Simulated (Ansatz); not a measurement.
Below is a relaxed structure of In₃GaP₄. The cell was found from a structure generator's guess, not taken from experiment.

The calculation used DFT PBE, scalar-relativistic, plane waves, PAW in Ansatz 0.2.0. Cutoff 420 eV, Γ-centred mesh, Gaussian smearing, no spin polarisation.

```
CELL_PARAMETERS angstrom
4.12683 0.00000 0.00000
0.00000 4.12683 0.00000
0.00000 0.00000 11.73978
ATOMIC_POSITIONS crystal
In 0.00000 0.00000 0.74086
In 0.50000 0.50000 0.00000
In 0.00000 0.00000 0.25914
Ga 0.50000 0.50000 0.50000
P 0.50000 0.00000 0.87040
P 0.00000 0.50000 0.12960
P 0.50000 0.00000 0.38955
P 0.00000 0.50000 0.61045
```

Energies over the elements count from the elements' standard structures at the same level, with no fitted energy shifts. The references include black phosphorus.

**Question.** What space group does it have?

**Answer.** P-4m2 (No. 115), with In and Ga ordered on zinc blende sites. Conventional cell: a = 4.127 Å, c = 11.740 Å. Around In on a site of symmetry 2mm lie 4 P at 2.56–2.57 Å; In on a site of symmetry -4m2 has 4 P at 2.56 Å; around Ga lie 4 P at 2.44 Å; P on its first site has 4 In at 2.56 Å; 1 more site not described.

**Question.** What is its formation energy per atom?

**Answer.** −0.273 eV/atom. It lies below the elements, which doesn't yet make it stable against other compounds or structures.

**Question.** Is it a metal?

**Answer.** No, the gap on the 10×10×4 mesh is 0.57 eV.

The last run used a 10×10×4 mesh (in the run's order of axes) for its 8-atom cell and Gaussian smearing of 0.02 eV. Kohn–Sham gaps at this level usually fall short of measured ones. The reference form of P is held partly by dispersion forces, which this level lacks. A later test with randomly moved atoms came back to the same energy, though modes that don't fit the test's cell weren't probed.
